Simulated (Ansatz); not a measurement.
## LaTl in the CsCl-type structure

Computed with Ansatz (plane waves, PAW, 420 eV cutoff): PBEsol, scalar-relativistic, no spin polarisation, Γ-centred 8×8×8 mesh, 0.05 eV Gaussian smearing; PAW files: Ansatz's generated set soft_2.

```xyz
2
Lattice="3.9171 0.0000 0.0000 0.0000 3.9171 0.0000 0.0000 0.0000 3.9171" Properties=species:S:1:pos:R:3 pbc="T T T"
La    0.0000    0.0000    0.0000
Tl    1.9585    1.9585    1.9585
```

The start was a prototype's sites filled with these elements; the Crystallography Open Database holds the compound in this structure.

The cell is relaxed to zero pressure at this level.

Path: Γ–X–M–Γ–R–X | R–M, with Γ = (0.000, 0.000, 0.000), X = (0.000, 0.500, 0.000), M = (0.500, 0.500, 0.000), R = (0.500, 0.500, 0.500) in reciprocal vectors of the calculation's cell.

Q: Is it a metal or an insulator, and if it has a gap, where are the band edges on this path?

A: A metal: bands cross the Fermi level.

Levels between -3 and 5 eV from the Fermi level at the path's named points:
```tsv
point	below E_F (eV)	above E_F (eV)
Γ	-0.26 -0.26	1.43 1.43 1.43 1.70 1.70 1.70 1.90 4.04 4.04 4.04 4.19 4.19 4.19
X	-0.04	0.58 0.58 1.53 1.65 1.79 1.79 1.89 2.03 2.03 3.97
M	-0.40 -0.40	0.26 1.47 1.66 1.66 2.00 2.03 2.05 2.05 2.54 2.54 4.15
R	-2.47 -2.47 -2.47	1.73 1.73 1.73 1.96 1.96 1.96 2.18
```

Scalar-relativistic only: spin–orbit splittings of the heavy atoms' levels are missing.
